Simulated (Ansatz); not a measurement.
Data:

Ni$_{2}$Ge:
```cif
data_Ge2Ni4
_chemical_formula_sum 'Ni4 Ge2'
_space_group_name_H-M_alt 'P 1'
_space_group_IT_number 1
_cell_length_a 3.97804
_cell_length_b 3.97804
_cell_length_c 5.03704
_cell_angle_alpha 90.000
_cell_angle_beta 90.000
_cell_angle_gamma 120.000
loop_
_space_group_symop_operation_xyz
  'x, y, z'
loop_
_atom_site_label
_atom_site_type_symbol
_atom_site_fract_x
_atom_site_fract_y
_atom_site_fract_z
_atom_site_occupancy
Ni1 Ni 0.66667 0.33333 0.25000 1
Ni2 Ni 0.33333 0.66667 0.75000 1
Ni3 Ni 0.00000 0.00000 0.00000 1
Ni4 Ni 0.00000 0.00000 0.50000 1
Ge1 Ge 0.66667 0.33333 0.75000 1
Ge2 Ge 0.33333 0.66667 0.25000 1
```

This is the r²SCAN-relaxed structure.

Task: All from plane-wave PAW r²SCAN (Ansatz code), unless another level is named. Give the electronic character.

Result: metallic (no gap).

Task: Predict the density of states at the Fermi level.

Result: 0.61 states/eV per atom (mean over ±0.08 eV).

Task: Predict the formation energy from the elements (no fitted shifts).

Result: -0.23 eV/atom.

Space group P6_3/mmc. The first step of the workflow began from a Materials Project structure, measured or hypothetical; the Crystallography Open Database copy checked does not list it. Whether it is the stable phase at ambient conditions was not checked. The cell was relaxed with r²SCAN under the symmetry of its start; its stability against distortions is not shown here. The run is not spin-polarised. The references are the lowest solids computed at this level, not always the standard phases. Spin–orbit coupling is left out wherever it is not named.

Potentials: the later of the program's two PAW sets.
